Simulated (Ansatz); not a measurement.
Si: two-dimensional strain map

All numbers below come from Ansatz, DFT r2SCAN, scalar-relativistic, plane waves, PAW. Cutoff 500 eV, Γ-centred 20×20×20 k-points, Gaussian smearing of 0.15 eV. No spin polarisation. Energies are free energies at this smearing, counted from the undisturbed cell; pressure is positive in compression.

Zero of the scan (as given, not relaxed at this level; it stands at 2.5 GPa; this form isn't the usual structure):

```yaml
crystal:
  lattice:
    - [-2.37137, 2.37137, 1.32927]
    - [2.37137, -2.37137, 1.32927]
    - [2.37137, 2.37137, -1.32927]
  atoms:
    - { symbol: Si, position: [0.25000, 0.75000, 0.50000] }
    - { symbol: Si, position: [0.50000, 0.50000, 0.00000] }
```

The cell is strained by p along both x and y and by q along z, fractional coordinates fixed. Points are written (p, q).

Energy above the undisturbed cell in meV/atom (a dash: not computed):

```
 p \ q  -0.050  -0.025  0.000  0.025  0.050
-0.050   185.2   143.7  114.4   94.9   83.9
-0.025       ?       –      ?      –   23.3
 0.000    28.6       ?    0.0    0.9    8.6
 0.025    11.2       –      –      –      –
 0.050       ?       –   33.0      –   73.0
```

Problem. Fill in the withheld energies.

Solution. (-0.025, -0.050): 82.8; (-0.025, 0.000): 34.0; (0.000, -0.025): 8.3; (0.050, -0.050): 25.3.